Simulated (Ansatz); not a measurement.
NbZn₃Ga₃:
Space group R-3m, hexagonal axes (No. 166); a = b = 5.415 Å, c = 13.825 Å, α = β = 90.00°, γ = 120.00°

```csv
atom,site,symmetry,x,y,z
Nb,3a,-3m,0.0000,0.0000,0.0000
Zn,9d,.2/m,0.5000,0.5000,0.5000
Ga,9e,.2/m,0.0000,0.5000,0.0000
```
(The calculation used a cell of 7 atoms; values per cell refer to that cell.)

Relaxed with r²SCAN.

Question: Which orbitals make up the states near the Fermi level in r²SCAN in the plane-wave PAW code Ansatz?

Answer: Within 0.5 eV of the Fermi level: Ga 4p 45 %, Nb 4d 27 %, Zn 4s 5 %, outside the projected shells 16 %. Projections are on Löwdin-orthogonalised atomic valence shells; empty p or d shells of many metals are not among them.

Question: Tabulate the density of states.

Answer: States/eV per cell of 7 atoms, in 0.25 eV bins, energy from the Fermi level.

```tsv
E (eV)	total	Zn 3d	Ga 4p	Nb 4d
-7.85	39.59	37.94	0.61	0.36
-7.60	35.44	34.07	0.53	0.14
-7.35	9.38	8.24	0.46	0.11
-7.10	1.80	1.18	0.28	0.06
-6.85	1.89	0.54	0.59	0.10
-6.60	1.57	0.33	0.54	0.10
-6.35	1.43	0.24	0.51	0.10
-6.10	1.51	0.21	0.54	0.11
-5.85	1.66	0.20	0.59	0.13
-5.60	1.96	0.21	0.68	0.18
-5.35	2.41	0.22	0.73	0.27
-5.10	2.39	0.21	0.67	0.29
-4.85	2.31	0.19	0.63	0.31
-4.60	2.36	0.19	0.61	0.39
-4.35	2.00	0.13	0.54	0.38
-4.10	2.08	0.10	0.62	0.42
-3.85	1.22	0.05	0.46	0.24
-3.60	1.56	0.06	0.68	0.32
-3.35	2.83	0.11	1.11	0.72
-3.10	3.23	0.12	1.31	0.85
-2.85	2.24	0.08	1.00	0.55
-2.60	3.74	0.08	1.71	1.16
-2.35	4.38	0.07	1.85	1.68
-2.10	4.78	0.10	1.75	1.98
-1.85	5.09	0.11	1.34	2.60
-1.60	4.20	0.10	0.98	2.38
-1.35	2.83	0.05	0.53	1.76
-1.10	1.13	0.02	0.35	0.50
-0.85	1.04	0.01	0.46	0.21
-0.60	1.11	0.02	0.53	0.24
-0.35	1.20	0.02	0.59	0.27
-0.10	1.35	0.02	0.66	0.34
0.15	1.55	0.02	0.71	0.43
0.40	1.98	0.02	0.80	0.61
0.65	2.61	0.03	0.92	0.84
0.90	3.17	0.03	1.03	1.12
1.15	3.22	0.03	0.96	1.16
1.40	3.69	0.03	1.02	1.19
1.65	5.41	0.05	1.45	1.81
1.90	3.08	0.03	0.84	1.00
2.15	4.91	0.04	1.37	1.84
2.40	3.63	0.03	0.92	1.06
2.65	3.49	0.02	0.88	0.96
2.90	2.28	0.01	0.61	0.51
3.15	1.41	0.01	0.39	0.31
3.40	3.08	0.02	0.87	0.62
3.65	3.47	0.02	1.00	0.60
3.90	2.35	0.01	0.58	0.39
4.15	1.92	0.01	0.41	0.30
4.40	2.77	0.01	0.57	0.41
4.65	2.92	0.01	0.50	0.36
```

The workflow started from a Materials Project entry (that database holds measured and hypothetical structures alike); the Crystallography Open Database copy checked does not list it. Whether it is the stable phase at ambient conditions was not checked. Symmetry was held in the r²SCAN relaxation; whether a distortion lowers the energy is not shown. The run is not spin-polarised. Axis ratios of metals converge slowly with the k-mesh, so a and c are less sure than the volume. Scalar-relativistic: spin–orbit coupling is off unless named, which matters more the heavier the elements.

Potentials: the later of the program's two PAW sets.
